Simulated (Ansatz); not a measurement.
## Data sheet: BPd₂ (DFT)

BPd$_{2}$:
```yaml
crystal:
  lattice:
    - [4.64390, 0.00000, 0.00000]
    - [0.00000, 5.05690, 0.00000]
    - [0.00000, 0.00000, 3.09109]
  atoms:
    - { symbol: B, position: [0.50000, 0.50000, 0.50000] }
    - { symbol: B, position: [0.00000, 0.00000, 0.00000] }
    - { symbol: Pd, position: [0.75124, 0.15541, 0.50000] }
    - { symbol: Pd, position: [0.24876, 0.84459, 0.50000] }
    - { symbol: Pd, position: [0.25124, 0.34459, 0.00000] }
    - { symbol: Pd, position: [0.74876, 0.65541, 0.00000] }
```

Space group Pnnm (No. 58); conventional cell a = 4.644 Å, b = 5.057 Å, c = 3.091 Å, α = β = γ = 90.00°.

Method: LDA (plane waves, PAW; program Ansatz). The cell and atoms are relaxed at this level. Other levels are named where they apply.

Cell and energy:

```json
{
  "volume_per_atom": "12.10 Å³",
  "density": "10.23 g/cm³",
  "Formation energy from the elements (no fitted shifts)": "-0.29 eV/atom"
}
```

Electronic structure:

```json
{
  "electronic_character": "metallic (no gap)",
  "Density of states at the Fermi level": "0.26 states/eV per atom (mean over ±0.08 eV)"
}
```

Mechanics:

```json
{
 "Bulk modulus (Birch–Murnaghan fit)": "214 GPa",
 "Pressure derivative B′": "5.3"
}
```

Phonons:

```json
{
  "highest_zone_centre_frequency": "604 cm⁻¹",
  "zone_centre_stability": "no imaginary mode at Γ"
}
```

The first step of the workflow began from a Materials Project structure, measured or hypothetical; the Crystallography Open Database files this formula in space group No. 58, but the cells were not matched. Whether it is the stable phase at ambient conditions was not checked. The cell was relaxed with LDA under the symmetry of its start. No spin polarisation was allowed. As this level gives no gap, phonon frequencies hold no LO–TO term and depend on the k-mesh and smearing (Fermi–Dirac, 0.1 eV here). The references are the lowest solids computed at this level, not always the standard phases. Spin–orbit coupling is left out wherever it is not named.

Potentials: the later of the program's two PAW sets.
